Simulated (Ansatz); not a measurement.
# GdSi2 (P6/mmm): the volume from the results

```
CELL_PARAMETERS angstrom
4.05931 0.00000 0.00000
-2.02965 3.51546 0.00000
0.00000 0.00000 4.07150
ATOMIC_POSITIONS crystal
Gd 0.00000 0.00000 0.00000
Si 0.66667 0.33333 0.50000
Si 0.33333 0.66667 0.50000
```

The reference geometry is a structure from the Materials Project; nothing is relaxed.

Functional, mesh and filling: LDA, 8×8×7 k mesh, Fermi–Dirac smearing of 0.05 eV. PAW means Ansatz 0.2.0 on its default frozen-core files. Site moments are integrated in spheres about the atoms. Start moments (μB): Gd1 7.

The cell is scaled evenly, and every run starts from the same moments. Some of the runs:

```
V/V₀  cell moment (μB)  largest site moment (μB)  F − F(V₀) (meV/atom)
 0.8              6.58                      6.74                   161
   1              6.64                      6.81                     0
 1.1              6.68                      6.82                    94
```

Task: Another run of the series gave cell moment (μB) = 6.63, largest site moment (μB) = 6.80, F − F(V₀) (meV/atom) = -17. At which V/V₀ was it made?
A. 1.05
B. 0.95
C. 0.85
D. 0.72
E. 1.18
F. 0.9

Result: B. V/V₀ = 0.95.

Task: Another run of the series gave cell moment (μB) = 6.59, largest site moment (μB) = 6.77, F − F(V₀) (meV/atom) = 51. At which V/V₀ was it made?
A. 0.95
B. 0.72
C. 1.05
D. 0.9
E. 1.18
F. 0.85

Result: F. V/V₀ = 0.85.

The whole series:

| V/V₀ | cell moment (μB) | largest site moment (μB) | F − F(V₀) (meV/atom) |
| --- | --- | --- | --- |
| 0.72 | 6.53 | 6.68 | 508 |
| 0.8 | 6.58 | 6.74 | 161 |
| 0.85 | 6.59 | 6.77 | 51 |
| 0.9 | 6.62 | 6.79 | -4 |
| 0.95 | 6.63 | 6.80 | -17 |
| 1 | 6.64 | 6.81 | 0 |
| 1.05 | 6.67 | 6.82 | 39 |
| 1.1 | 6.68 | 6.82 | 94 |
| 1.18 | 6.73 | 6.83 | 205 |

The PAW files were made with PBE; the program remakes their cores once for the run's functional and then keeps them frozen. Without U a semilocal functional puts the f levels too near the Fermi level, which can change moments and the order of magnetic states; site and cell moments are spin moments. Under strong compression frozen cores are worth checking against an all-electron run. Spin–orbit coupling is left out although heavy atoms are present. With open f shells a run can end in a state that isn't the lowest. The magnetic state is the one that this cell and start allow. It needn't be the compound's measured order, which may need a larger cell or be absent.
